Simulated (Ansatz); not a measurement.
## SiGe: two-dimensional strain map

These are results of Ansatz 0.2.0, DFT PBEsol, scalar-relativistic, plane waves, PAW, not measurements. Settings: plane waves to 420 eV, k-mesh 12×12×6 (Γ-centred), Gaussian smearing 0.03 eV. No spin polarisation. Energies are free energies at this smearing, counted from the undisturbed cell; pressure is positive in compression.

The undisturbed cell (as given, not relaxed at this level; it stands at -0.2 GPa, and it needn't be the usual structure):

```
Si Ge
1.0
     3.90445    0.00000    0.00000
    -1.95223    3.38135    0.00000
     0.00000    0.00000    6.45078
Si Ge
2 2
Direct
  0.66667 0.33333 0.87461
  0.33333 0.66667 0.37461
  0.66667 0.33333 0.50039
  0.33333 0.66667 0.00039
```

The cell is strained by p along both x and y and by q along z, fractional coordinates fixed. Points are written (p, q).

Energy above the undisturbed cell in meV/atom (a dash: not computed):

```csv
p \ q,-0.050,-0.025,0.000,0.050
-0.050,?,?,85.1,105.9
0.000,40.2,–,0.0,32.6
0.050,101.1,–,67.5,105.5
```

Task: Fill in the withheld energies.

Result: (-0.050, -0.050): 138.2; (-0.050, -0.025): 100.2.